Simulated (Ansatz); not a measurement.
# Fields on a plane of ZrHg (space group P4/mmm)

```xyz
2
Lattice="3.1097 0.0000 0.0000 0.0000 3.1097 0.0000 0.0000 0.0000 4.2350" Properties=species:S:1:pos:R:3 pbc="T T T"
Zr     1.5549     1.5549     2.1175
Hg     0.0000     0.0000     0.0000
```

The slice is a (0 -1 1) plane (indices of the conventional cell) through the point (0.000, 0.000, 0.000) (fractional), spanned by u = [100] and v = [011] in vectors of this cell: u (3.11 Å) and v (5.25 Å, at 90° to u). It covers one period; positions are fractions (u, v).

Atoms on it: Zr at (0.50, 0.50); Hg at (0.00, 0.00).

All values below come from PBEsol (plane waves to 420 eV, PAW, scalar-relativistic; Ansatz, a quantum-chemistry and plane-wave program). k mesh 15×15×11. Near the nuclei the fields are pseudised (PAW); where an atom keeps semicore shells as valence, they peak there. Spin-orbit coupling is left out, though Hg is heavy. ZrHg is run without spin polarisation. ZrHg was relaxed with its symmetry unable to fall.

```
|xxxxxx5555443322111111112233445555xxxx|
|xxxxxx5544442222111111112222444455xxxx|
|xx555544443322222211112222223344445555|
|55554444332222222222222222222233444455|
|44443333332222222222222222222233333344|
|33333322222222221111111122222222223333|
|22222233332222110000000011222233332222|
|33333333221111000000000000111122333333|
|33333322110000000000000000000011223333|
|33332211000000112233332211000000112233|
|33221100001122557788887755221100001122|
|22221100113366889999999988663311001122|
|222211113366999999xxxx9999996633111122|
|2211112255889999xxxxxxxx99998855221111|
|22111122669999xxxxxxxxxxxx999966221111|
|22111133779999xxxxxxxxxxxx999977331111|
|22111122669999xxxxxxxxxxxx999966221111|
|2211112255889999xxxxxxxx99998855221111|
|222211113366999999xxxx9999996633111122|
|22221100113366889999999988663311001122|
|33221100001122557788887755221100001122|
|33332211000000112233332211000000112233|
|33333322110000000000000000000011223333|
|33333333221111000000000000111122333333|
|22222233332222110000000011222233332222|
|33333322222222221111111122222222223333|
|44443333332222222222222222222233333344|
|55554444332222222222222222222233444455|
|xx555544443322222211112222223344445555|
|xxxxxx5544442222111111112222444455xxxx|
|xxxxxx5555443322111111112233445555xxxx|
|xxxxxxxx554433221111111122334455xxxxxx|
```
Scale: ten equal steps from 0.12 (start of '0') to 0.81 (end of '9'), in the order '0123456789'. Values: electron localisation function (ELF). The map has 19 points along u (two characters each, u = 0 at the left) and 32 along v (v = 0 in the bottom row). Points within 0.5 Å of a nucleus are blanked (x), as the pseudised field means little there.

```
|xxxxxxx379973xxxxxx|
|xxxxxx04799740xxxxx|
|xxxxxx05899850xxxxx|
|xxxxx0379999730xxxx|
|xxxx026899998620xxx|
|xx0035788888875300x|
|2345667777777766543|
|7777765544445567777|
|8887643100001346788|
|998641000xx00014689|
|9874100xxxxxx001478|
|87520xxxxxxxxxx0257|
|76400xxxxxxxxxx0046|
|6530xxxxxxxxxxxx035|
|6520xxxxxxxxxxxx025|
|6510xxxxxxxxxxxx015|
|6520xxxxxxxxxxxx025|
|6530xxxxxxxxxxxx035|
|76400xxxxxxxxxx0046|
|87520xxxxxxxxxx0257|
|9874100xxxxxx001478|
|998641000xx00014689|
|8887643100001346788|
|7777765544445567777|
|2345667777777766543|
|xx0035788888875300x|
|xxxx026899998620xxx|
|xxxxx0379999730xxxx|
|xxxxxx05899850xxxxx|
|xxxxxx04799740xxxxx|
|xxxxxxx379973xxxxxx|
|xxxxxxx279972xxxxxx|
```
Scale: ten equal steps from 2.00 (start of '0') to 10.13 (end of '9'), in the order '0123456789'. Values: electrostatic potential energy of an electron, from the cell's mean, in eV. The map has 19 points along u (one character each, u = 0 at the left) and 32 along v (v = 0 in the bottom row). Points within 1 Å of a nucleus are blanked (x), as the pseudised field means little there. Values under 2 eV are set to 2. The zero, the cell's mean, hangs on the PAW cores.

The density on the Zr–Hg line (3.05 Å) at its density minimum, 1.4 Å from Zr is 0.21 e/Å³. The ELF at that point is 0.2.
